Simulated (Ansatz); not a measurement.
Level of theory: Ansatz, DFT PBE, scalar-relativistic, plane waves, PAW. All cells share a 420 eV cutoff and Γ-centred k meshes spaced at most about 0.3 Å⁻¹ (about 0.25 or finer for metals, 2π included). No spin polarisation in the final relaxations.

All energies are static (0 K, no zero-point motion).

Two relaxed structures of In₃SbTe₂:

A.

```cif
data_structure
_symmetry_space_group_name_H-M 'P6mm'
_symmetry_Int_Tables_number 183
_cell_length_a 6.0681
_cell_length_b 6.0681
_cell_length_c 6.0625
_cell_angle_alpha 90.000
_cell_angle_beta 90.000
_cell_angle_gamma 120.000
_cell_volume 193.32
loop_
_atom_site_label
_atom_site_type_symbol
_atom_site_symmetry_multiplicity
_atom_site_Wyckoff_symbol
_atom_site_fract_x
_atom_site_fract_y
_atom_site_fract_z
_atom_site_occupancy
In1 In 3 c 0.50000 0.00000 0.83863 1
Sb1 Sb 1 a 0.00000 0.00000 0.23356 1
Te1 Te 2 b 0.33333 0.66667 0.30807 1
```

B.

```cif
data_structure
_symmetry_space_group_name_H-M 'P6/mmm'
_symmetry_Int_Tables_number 191
_cell_length_a 7.1890
_cell_length_b 7.1890
_cell_length_c 4.5242
_cell_angle_alpha 90.000
_cell_angle_beta 90.000
_cell_angle_gamma 120.000
_cell_volume 202.49
loop_
_atom_site_label
_atom_site_type_symbol
_atom_site_symmetry_multiplicity
_atom_site_Wyckoff_symbol
_atom_site_fract_x
_atom_site_fract_y
_atom_site_fract_z
_atom_site_occupancy
In1 In 3 g 0.50000 0.00000 0.50000 1
Sb1 Sb 1 b 0.00000 0.00000 0.50000 1
Te1 Te 2 c 0.33333 0.66667 0.00000 1
```

**Question.** Which form is favoured at zero pressure, and by what margin per atom?

**Answer.** B is lower, by 87 meV/atom. A has space group P6mm (No. 183), 32.2 Å³/atom and no gap on its mesh; B has space group P6/mmm (No. 191), 33.7 Å³/atom and no gap. Counting Sb or Te atoms around In (for each partner element, those within 1.25 times its shortest distance or 1.15 times the sum of covalent radii, where it is the nearest in units of that sum or under 1.3; a plus sign parts groups by distance over the sum of covalent radii; the shortest distance is added where it exceeds 1.18 times the sum of covalent radii), A has In 4 from 3.3 Å and B has In 4+2. The lower one is the more open, so pressure narrows the difference. Even the lower one lies +0.12 eV/atom against the reference forms of the elements (uncorrected), so neither is stable at this level. Both come from invented guesses. A third cell relaxed alike, in Immm (a Materials Project cell), lies 0.33 eV/atom below the lower of the two.

These runs have no spin–orbit coupling, which can matter for Sb and Te. Cells relaxed within their symmetry can be saddle points.
